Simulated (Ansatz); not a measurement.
## Trial structures of ZnSn₂N₃: starts and ends

Theory: DFT PBE, scalar-relativistic, plane waves, PAW (Ansatz 0.2.0). All cells share a 420 eV cutoff and Γ-centred k meshes spaced at most about 0.3 Å⁻¹ (about 0.25 or finer for metals, 2π included). No spin polarisation in the final relaxations.

Each guess was relaxed in cell and atoms at zero pressure, within the symmetry of its start. All energies are static (0 K, no zero-point motion). Coordination counts N atoms around Sn and Zn (those within 1.25 times the shortest such distance or 1.15 times the sum of covalent radii; a plus sign parts nearer from farther groups; the shortest distance is added where it is long for a bond).

```csv
guess,made from,start group,V start (Å³/atom),end group,V end (Å³/atom),coordination at the end,gap on mesh (eV),E over the lowest end (meV/atom)
1,random cell,P-4m2,18.9,P-4m2,17.8,"Zn 4 from 2.3 Å, Sn 2",0,387
2,LuB2Os3 type,P6/mmm,16.0,P6/mmm,14.6,"Zn 12 from 3.3 Å, Sn 6",0,94
3,Er2Al3Cu type,R-3m,17.7,R-3m,14.0,"Zn 6, Sn 3",0,0
4,TbCo2Ni3 type,Cmmm,17.9,?,?,?,?,?
```

Guess 4 as it starts:

```
CELL_PARAMETERS angstrom
2.61260 -4.71930 0.00000
2.61260 4.71930 0.00000
0.00000 0.00000 4.36050
ATOMIC_POSITIONS crystal
Zn 0.00000 0.00000 0.00000
Sn 0.50000 0.00000 0.50000
Sn 0.00000 0.50000 0.50000
N 0.50000 0.50000 0.50000
N 0.66788 0.33212 0.00000
N 0.33212 0.66788 0.00000
```

**Question.** Fill in the missing row: what does this guess relax into, and where does it rank?

**Answer.** It ends in space group Cmmm (No. 65), with a = 6.125 Å, b = 8.885 Å, c = 3.439 Å, 15.6 Å³/atom and no gap. It lies 43 meV/atom over the lowest end, above guess 3 and below guess 2. Counting N atoms around Sn and Zn, this end has Zn 2, Sn 4+2 and the lowest (guess 3) has Zn 6, Sn 3.

```
CELL_PARAMETERS angstrom
3.06247 -4.44270 0.00000
3.06247 4.44270 0.00000
0.00000 0.00000 3.43937
ATOMIC_POSITIONS crystal
Zn 0.00000 0.00000 0.00000
Sn 0.50000 0.00000 0.50000
Sn 0.00000 0.50000 0.50000
N 0.50000 0.50000 0.50000
N 0.79493 0.20507 0.00000
N 0.20507 0.79493 0.00000
```

Formation energies are uncorrected and refer to the elements' standard structures at the same level (N₂ as a molecule). The references include grey tin.

**Question.** Is the lowest end bound against the elements?

**Answer.** No: its formation energy is +0.95 eV/atom. The separate elements lie lower, so it is unstable against them.

Weakly bound directions are ill-defined at this level, which has no dispersion term (P-4m2), and this can change margins and order among such cells. In R-3m, Cmmm, P6/mmm, P-4m2 an odd number of electrons in the primitive cell allows no gap without spin; a larger cell or a magnetic state could open one. A magnetic state wasn't ruled out in cells without spin, among them P6/mmm, P-4m2. Cells relaxed within their symmetry can be saddle points. A lower structure may well exist outside this small set. Some types were kept out of the candidates beforehand, so the set may lack a known form.
